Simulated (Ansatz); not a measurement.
Nb$_{3}$Si (Cu3Au type, Pm-3m) at seven volumes, PBEsol (plane waves, PAW; program Ansatz), scaled uniformly. One row is withheld.

| V (Å³/atom) | P (GPa) |
|---|---|
| 14.870 | 21.50 |
| 15.360 | 13.29 |
| 15.851 | ? |
| 16.341 | 0.00 |
| 16.831 | -5.33 |
| 17.321 | -9.91 |
| 17.811 | -13.85 |

**Question.** Fit the shown pressures and predict the withheld one.

**Answer.** P = (3/2)B₀(x^(7/2) − x^(5/2))[1 + (3/4)(B′ − 4)(x − 1)] with x = (V₀/V)^(2/3). Least squares on the six rows gives V₀ = 16.341 Å³/atom, B₀ = 190 GPa, B′ = 3.87. At V = 15.851, x = 1.0205 and P = 6.14 GPa. The run itself gave 6.17 GPa.

The workflow started from an entry of the Crystallography Open Database (COD), which files this formula under 2 space groups. Its standing as an ambient phase is unchecked. Symmetry was held in the PBEsol relaxation. At this level the phase is mechanically unstable. The run is not spin-polarised.

Potentials: the later of the program's two PAW sets.
